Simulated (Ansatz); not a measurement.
Here is the system:

CoH4Cl2O2:
```cif
data_H4Cl2CoO2
_chemical_formula_sum 'Co1 H4 Cl2 O2'
_space_group_name_H-M_alt 'P 1'
_space_group_IT_number 1
_cell_length_a 5.56826
_cell_length_b 5.56826
_cell_length_c 3.51210
_cell_angle_alpha 84.620
_cell_angle_beta 95.380
_cell_angle_gamma 81.914
loop_
_space_group_symop_operation_xyz
  'x, y, z'
loop_
_atom_site_label
_atom_site_type_symbol
_atom_site_fract_x
_atom_site_fract_y
_atom_site_fract_z
_atom_site_occupancy
Co1 Co 0.00000 0.00000 0.00000 1
H1 H 0.60238 0.78391 0.84873 1
H2 H 0.39762 0.21609 0.15127 1
H3 H 0.78391 0.60238 0.15127 1
H4 H 0.21609 0.39762 0.84873 1
Cl1 Cl 0.23845 0.76155 0.56839 1
Cl2 Cl 0.76155 0.23845 0.43161 1
O1 O 0.23870 0.23870 0.00000 1
O2 O 0.76130 0.76130 0.00000 1
```
The run is spin-polarised, in the one order tried: ferromagnetic.

This is the r²SCAN+D4-relaxed structure.

Problem. All from the program Ansatz at the r²SCAN+D4 level (PAW), unless another level is named. Estimate the Bader charges.

Solution. Co +1.33, H +0.63, Cl -0.68, O -1.24 e.

Problem. Next, the net moment?

Solution. 0.33 μB per atom.

Space group C2/m. The first step of the workflow began from a Materials Project structure, measured or hypothetical; the Crystallography Open Database files this formula in space group No. 12, but the cells were not matched. Its standing as an ambient phase is unchecked. Symmetry was held in the r²SCAN+D4 relaxation; its stability against distortions is not shown here. Spin order of the final state: ferromagnetic, the only order run, not a proven ground state. The cell computed holds one magnetic atom, so no antiferromagnetic order was within reach. Other orbital occupations within this spin state were not tried. No Hubbard U is applied.

Potentials: the later of the program's two PAW sets.
